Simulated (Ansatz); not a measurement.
# Relaxation path: In (hcp type)

DFT, LDA, PAW with Ansatz's default frozen-core files, scalar-relativistic (Ansatz 0.2.0); a Γ-centred 18×18×10 k mesh, Fermi–Dirac smearing of 0.08 eV, no spin polarisation. The run relaxes cell and atoms at a target pressure of 410 GPa.

Command: `ansatz run input.yaml --threads 1 --pin off --max-ram 3584MiB --backend cpu --events-out ev --progress --plain --runs-dir out` It took 24 s on 1 thread of Arm Neoverse V2, on a shared host, peak memory 0.35 GiB.

PAW: frozen-core files, cutoff 420 eV; forces are relaxed below 0.005 eV/Å.

Each step lists its enthalpy F + pV a cell above the last geometry, the pressure, the cell vectors (Å), and Cartesian positions (Å) with forces (eV/Å).

The first step:

```
step 1  dH = 17.36 meV  P = 410.3 GPa
  cell 2.4442 0.0000 0.0000  -1.2221 2.1168 0.0000  0.0000 0.0000 3.9597
  In 0.0000 1.4112 0.9899   0.0000 0.0000 0.0000
  In 1.2221 0.7056 2.9698   0.0000 0.0000 0.0000
```

The PAW files were made under PBE. At this compression frozen-core PAW has no all-electron check here.

The symmetry of the start is kept and no stability test is made, so the end need not be the stable phase.

**Question.** Where does the relaxation end, and by which steps?

**Answer.** After 4 geometries, with conventional a, b, c = 2.426, 2.426, 4.018 Å, at 10.242 Å³/atom (-0.01 % against the start) in space group P6_3/mmc, with a shortest distance of 2.426 Å. The further steps:
```
step 2  dH = 0.01 meV  P = 409.8 GPa
  cell 2.4265 0.0000 0.0000  -1.2132 2.1014 0.0000  0.0000 0.0000 4.0178
  In 0.0000 1.4009 1.0045   0.0000 0.0000 0.0000
  In 1.2132 0.7005 3.0134   0.0000 0.0000 0.0000
step 3  dH = -0.01 meV  P = 410.5 GPa  (not accepted)
  cell 2.4259 0.0000 0.0000  -1.2130 2.1009 0.0000  0.0000 0.0000 4.0179
  In 0.0000 1.4006 1.0045   0.0000 0.0000 0.0000
  In 1.2130 0.7003 3.0134   0.0000 0.0000 0.0000
step 4  dH = 0.00 meV  P = 410.0 GPa
  cell 2.4262 0.0000 0.0000  -1.2131 2.1012 0.0000  0.0000 0.0000 4.0182
  In 0.0000 1.4008 1.0046   0.0000 0.0000 0.0000
  In 1.2131 0.7004 3.0137   0.0000 0.0000 0.0000
step 5  dH = -0.15 meV  P = 410.0 GPa  (same geometry on a basis chosen anew; earlier energies don't compare to the last digit)
  cell 2.4262 0.0000 0.0000  -1.2131 2.1012 0.0000  0.0000 0.0000 4.0182
  In 0.0000 1.4008 1.0046   0.0000 0.0000 0.0000
  In 1.2131 0.7004 3.0137   0.0000 0.0000 0.0000
```
